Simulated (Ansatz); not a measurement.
Values for one crystal, relaxed and computed with r²SCAN (plane waves, PAW; program Ansatz); other levels are named.

* **Volume per atom**: 16.88 Å³
* **Electronic character**: metallic (no gap)
* **Density of states at the Fermi level**: 0.30 states/eV per atom (mean over ±0.08 eV)
* **Formation energy from the elements (no fitted shifts)**: -0.43 eV/atom

**Question.** Pick the material that matches.
(A) Mg2Rh, MoSi2 or CaC2 type
(B) TbMg, CsCl type
(C) TiRh3, Cu3Au type
(D) ZrPt, Cmcm (Zr on 4c, Pt on 4c)

**Answer.** A, Mg2Rh, MoSi2 or CaC2 type

Space group I4/mmm (MoSi2 or CaC2 type). The first step of the workflow began from a Materials Project structure, measured or hypothetical; the Crystallography Open Database copy checked does not list it. Whether it is the stable phase at ambient conditions was not checked. Symmetry was held in the r²SCAN relaxation; whether a distortion lowers the energy is not shown. No spin polarisation was allowed. The references are the lowest solids computed at this level, not always the standard phases. Spin–orbit coupling is left out wherever it is not named.

Potentials: the later of the program's two PAW sets.
